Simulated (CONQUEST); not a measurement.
Input and output of a self-consistent single point for Ta2Si (I4/mcm, 12 atoms in the cell; from Materials Project mp-2783) (CONQUEST).

Level of theory: CONQUEST with PBEsol, numerical atomic orbitals double-zeta with polarisation (the shipped basis), PseudoDojo norm-conserving potentials made for PBEsol.

```
CELL_PARAMETERS angstrom
      6.17553     0.00000     0.00000
      0.00000     6.17553     0.00000
      0.00000     0.00000     5.04728
ATOMIC_POSITIONS crystal
  Ta 0.33641 0.16359 0.50000
  Ta 0.16359 0.33641 0.00000
  Ta 0.83641 0.33641 0.50000
  Ta 0.66359 0.16359 0.00000
  Ta 0.83641 0.66359 0.00000
  Ta 0.66359 0.83641 0.50000
  Ta 0.33641 0.83641 0.00000
  Ta 0.16359 0.66359 0.50000
  Si 0.00000 0.00000 0.25000
  Si 0.00000 0.00000 0.75000
  Si 0.50000 0.50000 0.75000
  Si 0.50000 0.50000 0.25000
```

Reference input (self-consistent single point, DFT, PBEsol, numerical atomic orbitals double-zeta with polarisation (the shipped basis), PseudoDojo norm-conserving potentials made for PBEsol): basis = DZP; Diag.MPMeshX, Y, Z = 3 3 3; potentials = PseudoDojo norm-conserving PBEsol; Grid.GridCutoff = 140 Ha; DM.SolutionMethod = diagon; Diag.MPShiftX = 0.16666667; Diag.MPShiftY = 0.16666667; Diag.MPShiftZ = 0.16666667; Diag.SmearingType = 1; Diag.kT = 0.001837 Ha; Diag.MPOrder = 0; minE.SCTolerance = 1.0e-06. This run's input differs from it in these lines:

```diff
@@ -17,8 +17,8 @@
 Diag.MPMesh                    T
-Diag.MPMeshX                   3
-Diag.MPMeshY                   3
-Diag.MPMeshZ                   3
-Diag.MPShiftX                  0.16666667
-Diag.MPShiftY                  0.16666667
-Diag.MPShiftZ                  0.16666667
+Diag.MPMeshX                   1
+Diag.MPMeshY                   1
+Diag.MPMeshZ                   1
+Diag.MPShiftX                  0.50000000
+Diag.MPShiftY                  0.50000000
+Diag.MPShiftZ                  0.50000000
 Diag.SmearingType              1
```

Output (repeated stretches shortened):

```
    PulayMixSC: Starting Pulay mixing, A_up =  0.500 A_dn =  0.500
    PulayMixSC: Spin non-polarised calculation.
    PulayMixSC: with Kerker preconditioning, q0 =  0.100
          Harris-Foulkes Energy            :      -537.839681522604451 Ha
    PulayMixSC: Pulay iteration     1 residual:              0.15806E-02
          Harris-Foulkes Energy            :      -537.762164598292202 Ha
    PulayMixSC: Pulay iteration     2 residual:              0.66786E-03
          Harris-Foulkes Energy            :      -537.749727842914126 Ha
    PulayMixSC: Pulay iteration     3 residual:              0.16244E-03
          Harris-Foulkes Energy            :      -537.749509136690676 Ha
    PulayMixSC: Pulay iteration     4 residual:              0.37625E-04
          Harris-Foulkes Energy            :      -537.749482338817643 Ha
    PulayMixSC: Pulay iteration     5 residual:              0.46936E-05
          Harris-Foulkes Energy            :      -537.749482004475794 Ha
    PulayMixSC: Pulay iteration     6 residual:              0.56590E-06
    PulayMixSC: Reached SCF tolerance of  0.56590E-06 after      6 iterations
      | Number of electrons      =       120.000173
      |* Harris-Foulkes energy   =      -537.749482004475794 Ha
      |* DFT total energy        =      -537.749481998632973 Ha

    force: Forces on atoms (Ha/a0)
    force:  Atom   X              Y              Z
    force:     1   0.0127237797  -0.0127237797   0.0000000000
    force:     2  -0.0127237797   0.0127237797   0.0000000000
    force:     3   0.0127237798   0.0127237798   0.0000000000
    force:     4  -0.0127237796  -0.0127237796   0.0000000000
    force:     5   0.0127237797  -0.0127237797   0.0000000000
    force:     6  -0.0127237797   0.0127237797   0.0000000000
    force:     7   0.0127237798   0.0127237798   0.0000000000
    force:     8  -0.0127237796  -0.0127237796   0.0000000000
   [... lines left out ...]
    force: Maximum force :        0.01272378(Ha/a0) on atom         7 in y direction
   [... lines left out ...]
    force: Force Residual:        0.01469216 Ha/a0
    force: Total stress:         10.97292980     0.00000000     0.00000000 GPa
                             0.00000000    10.97292980     0.00000000
                             0.00000000     0.00000000    -2.91800961
    force: Average pressure:     -6.34261666 GPa

    get_E_and_F: Change in energy during last step of electronic optimisation:  0.33434E-06
```

The run converged in 6 iterations. CONQUEST prints the stress tensor with tension positive. Against the reference run the free energy drops by 44.7 meV/atom, the pressure goes from -3.27 to -6.34 GPa and the largest force goes from under 0.1 to 0.93 eV/Å.

Spin-orbit coupling is left out, which matters for bands and gaps with elements this heavy. The program uses no crystal symmetry, so grid and mesh can part values that symmetry would make equal. The atom-centred basis is finite, which shifts total energies, pressures and forces against plane waves. This run is one point of a test of settings, so its values need not be converged; read them against the reference run alone. The structure comes from a collection of computed structures, made at another level of theory; the collection holds predicted forms beside known ones. With one or two k-points the zone of this small cell is coarsely sampled: energies, forces and stress carry that error and can break the symmetry, so a converged loop does not mean converged values.

Cost on one core: about 2.5 core-minutes (a rough figure).
